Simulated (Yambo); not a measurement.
## How GW settings move the gap: BaTiO3

G0W0@PBEsol for BaTiO3 (cubic perovskite, space group Pm-3m, No. 221) in Yambo. Reference settings: 4×4×4 Γ-centred k mesh, bands 2 to 125 and a 8 Ry block in the screening, 125 bands in G with the Bruneval-Gonze terminator, plasmon pole fitted at 27.2 eV. The PBEsol gap R → Γ on this mesh is 1.78 eV; G0W0 gaps are taken between the same points.

| change from the reference | G0W0 gap R → Γ (eV) | shift of the valence edge (eV) |
|---|---|---|
| reference settings | 3.21 | -0.29 |
| 51 bands in W, 51 bands in G | 3.22 | -0.07 |
| 62 bands in W | 3.25 | -0.15 |
| 51 bands in G, no terminator | 3.24 | 0.48 |

The reference isn't shown to be the converged limit.

The cell is held in this high symmetry; tilts and polar distortions were not searched.

Geometry of the Materials Project entry, not relaxed at this level; primitive cell a = 4.0077 Å, b = 4.0077 Å, c = 4.0077 Å, α = 90.00°, β = 90.00°, γ = 90.00°.

This is not the ordinary phase of the substance.

A shift is the quasiparticle energy of the state minus its PBEsol energy.
